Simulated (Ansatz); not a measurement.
GePd5:
```xyz
12
Lattice="2.7684 3.8615 0.0000 -2.7684 3.8615 0.0000 -1.1898 0.0000 8.3864" Properties=species:S:1:pos:R:3 pbc="T T T"
Ge    -2.3533     3.8615     5.9320
Ge     1.1635     3.8615     2.4545
Pd    -0.5949     1.4485     4.1932
Pd    -0.5949     6.2744     4.1932
Pd    -1.1754     5.8586     6.9296
Pd    -0.0144     1.8644     1.4568
Pd    -0.0144     5.8586     1.4568
Pd    -1.1754     1.8644     6.9296
Pd     0.0899     3.8615     5.4283
Pd    -1.2798     3.8615     2.9581
Pd     0.1717     3.8615     8.3363
Pd    -1.3616     3.8615     0.0501
```

Relaxed with r²SCAN. Special points in fractions of this cell's reciprocal vectors: Γ (0.000, 0.000, 0.000); Y (0.500, 0.500, 0.000); M (0.500, 0.500, 0.500); A (0.000, 0.000, 0.500); L2 (0.000, 0.500, 0.500); V2 (0.000, 0.500, 0.000).

Problem. List the band energies nearest the Fermi level at these points for DFT-r²SCAN in the program Ansatz with PAW potentials.

Solution. In eV from the Fermi level; about four levels below and three above (degenerate sets whole), none deeper than 8.9 eV; points with the same levels are listed once.

```json
[
 {"k": "Γ", "below": "-0.47 -0.36 -0.32 -0.29", "above": "0.51 1.74 1.97"},
 {"k": "Y", "below": "-0.31 -0.29 -0.22 -0.15", "above": "0.28 0.41 0.55"},
 {"k": "M", "below": "-0.20 -0.14 -0.13 -0.04", "above": "0.24 0.45 1.02"},
 {"k": "A", "below": "-0.34 -0.34 -0.15 -0.01", "above": "0.92 0.98 1.35"},
 {"k": "L2", "below": "-0.70 -0.59 -0.43 -0.40", "above": "1.04 1.31 1.58"},
 {"k": "V2", "below": "-0.66 -0.51 -0.43 -0.24", "above": "0.06 0.27 1.13"}
]
```

Space group C2/m. The workflow started from a Materials Project entry (that database holds measured and hypothetical structures alike); the Crystallography Open Database copy checked does not list it. Its standing as an ambient phase is unchecked. The r²SCAN relaxation kept the symmetry of its start; whether a distortion lowers the energy is not shown. The run is not spin-polarised. Scalar-relativistic: spin–orbit coupling is off unless named, which matters more the heavier the elements.

Potentials: the later of the program's two PAW sets.
